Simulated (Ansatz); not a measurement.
HfOs:
```
CELL_PARAMETERS angstrom
      3.22415     0.00000     0.00000
      0.00000     3.22415     0.00000
      0.00000     0.00000     3.22415
ATOMIC_POSITIONS crystal
  Hf 0.00000 0.00000 0.00000
  Os 0.50000 0.50000 0.50000
```

This is the PBEsol-relaxed structure.

**Question.** All from PBEsol in the plane-wave PAW code Ansatz, unless another level is named. Give the Hill bulk and shear moduli.

**Answer.** 239 and 125 GPa.

**Question.** Predict the highest zone-centre frequency.

**Answer.** 157 cm^-1.

**Question.** Predict the elastic constants (relaxed ions, GPa).

**Answer.** C11 = 429, C12 = 144, C44 = 114.

Space group Pm-3m (CsCl type). The first step of the workflow began from a Materials Project structure, measured or hypothetical; the Crystallography Open Database files this formula in space group No. 221, but the cells were not matched. Whether it is the stable phase at ambient conditions was not checked. The cell was relaxed with PBEsol under the symmetry of its start; of distortions, only those at the zone centre were tested. The run is not spin-polarised. As this level gives no gap, shear constants depend on the k-mesh and smearing (Fermi–Dirac, 0.1 eV here). As this level gives no gap, phonon frequencies hold no LO–TO term and depend on the k-mesh and smearing (Fermi–Dirac, 0.1 eV here). Scalar-relativistic: spin–orbit coupling is off unless named, which matters more the heavier the elements.

Potentials: the later of the program's two PAW sets.
